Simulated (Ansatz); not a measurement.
# Ni, one cell by several methods

```xyz
1
Lattice="0.0000 1.7679 1.7679 1.7679 0.0000 1.7679 1.7679 1.7679 0.0000" Properties=species:S:1:pos:R:3 pbc="T T T"
Ni    0.0000    0.0000    0.0000
```

The cell comes from COD entry 2100640, which wasn't checked; take it as a given geometry.

Levels of theory: DFT, PBEsol, PAW with Ansatz's default frozen-core files, scalar-relativistic (Ansatz 0.2.0); DFT, PBEsol, all-electron LAPW, scalar-relativistic (Ansatz 0.2.0).

For PAW: a Γ-centred 18×18×18 k mesh, Fermi–Dirac smearing of 0.05 eV, cutoff 420 eV, spin-polarised from start moments Ni 1.5 μB; the PAW files were made with PBE, and the program remakes their frozen cores for this functional. LAPW targets a basis error of 0.25 meV/atom. The Ansatz runs share mesh, smearing and spin set-up. Plane-wave (PAW) pressures include the program's estimate of the Pulay term.

Stress and pressure are positive in compression.

Levels count from the Fermi level.

| quantity | PAW | LAPW |
| --- | --- | --- |
| pressure (GPa) | -12.46 | -12.46 |
| moment of the cell (μB) | 0.624 | 0.625 |
| highest filled spin-up level at L (eV) | -0.411 | -0.412 |
| lowest empty spin-up level at L (eV) | 5.470 | 5.473 |
| highest filled spin-up level at Γ (eV) | -1.252 | -1.250 |
| lowest empty spin-up level at Γ (eV) | 23.317 | 23.302 |
| highest filled spin-up level at W (eV) | -0.465 | -0.468 |
| lowest empty spin-up level at W (eV) | 7.538 | 7.522 |

PAW's pressure differs from the LAPW value by about 0.01 GPa or less.
